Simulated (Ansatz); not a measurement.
CrB$_{4}$:
Space group Immm (No. 71); a = 2.8487 Å, b = 4.7317 Å, c = 5.4606 Å, α = β = γ = 90.00°

```csv
atom,site,symmetry,x,y,z
Cr,2a,mmm,0.0000,0.0000,0.0000
B,8l,m..,0.0000,0.1960,0.3422
```
(The calculation used a cell of 5 atoms; values per cell refer to that cell.)

Relaxed at zero pressure with r²SCAN in the plane-wave PAW code Ansatz.

### Question
The volume is lowered by 6 % and shape and atoms relax at that volume. What pressure results, and how do the axes share the change?

### Answer
19.4 GPa; a -2.6 %, b -2.1 %, c -1.4 %; the energy rises by 25 meV/atom.

### Question
Give the new structure.

### Answer

Space group Immm (No. 71); a = 2.774 Å, b = 4.631 Å, c = 5.385 Å, α = β = γ = 90.00°

```tsv
atom	site	symmetry	x	y	z
Cr	2a	mmm	0.0000	0.0000	0.0000
B	8l	m..	0.0000	0.1951	0.3429
```

The phase is kept; no other phase was compared at this pressure.

The workflow started from a Materials Project entry (that database holds measured and hypothetical structures alike); the Crystallography Open Database files this formula in space group No. 71, but the cells were not matched. Its standing as an ambient phase is unchecked. The cell was relaxed with r²SCAN under the symmetry of its start; whether a distortion lowers the energy is not shown. No spin polarisation was allowed.

Potentials: the later of the program's two PAW sets.
